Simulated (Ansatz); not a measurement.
Suppose In₃Bi₂ takes space group P-3m1 (No. 164), with In on 2d and 1a; Bi on 2d. Recipe of this trial structure of In₃Bi₂: close-packed layers stacked ABCAC (elements of the layers in order: In In In Bi Bi).

Computed with DFT PBE, scalar-relativistic, plane waves, PAW (Ansatz 0.2.0). Cutoff 420 eV, Γ-centred mesh, Gaussian smearing, no spin polarisation.

Formation energies are uncorrected and refer to the elements' standard structures at the same level.

Task: Give the relaxed lattice parameters and positions.

Result:

Space group P-3m1 (No. 164). a = 3.507 Å, b = 3.507 Å, c = 13.874 Å, α = 90.00°, β = 90.00°, γ = 120.00°
```json
{"atom": "In", "site": "2d", "symmetry": "3m.", "x": "0.6667", "y": "0.3333", "z": "0.8089"}
{"atom": "In", "site": "1a", "symmetry": "-3m.", "x": "0.0000", "y": "0.0000", "z": "0.0000"}
{"atom": "Bi", "site": "2d", "symmetry": "3m.", "x": "0.6667", "y": "0.3333", "z": "0.3900"}
```

In on a site of symmetry 3m is surrounded by 9 In at 3.34–3.51 Å and 3 Bi at 3.42 Å; In on a site of symmetry -3m is surrounded by 12 In at 3.34–3.51 Å; Bi is surrounded by 3 In at 3.42 Å and 9 Bi at 3.51–3.66 Å. Another local minimum with the same sites may exist.

Task: And its energy and gap?

Result: The energy over the elements is +0.05 eV/atom and the gap on the 12×12×4 mesh of the 5-atom cell is 0 eV (a metal). The separate elements lie lower, so it is unstable against them.

The last run used Gaussian smearing of 0.10 eV. Spin–orbit coupling, which can matter for Bi, is left out. A structure relaxed within its symmetry needn't be a true minimum.
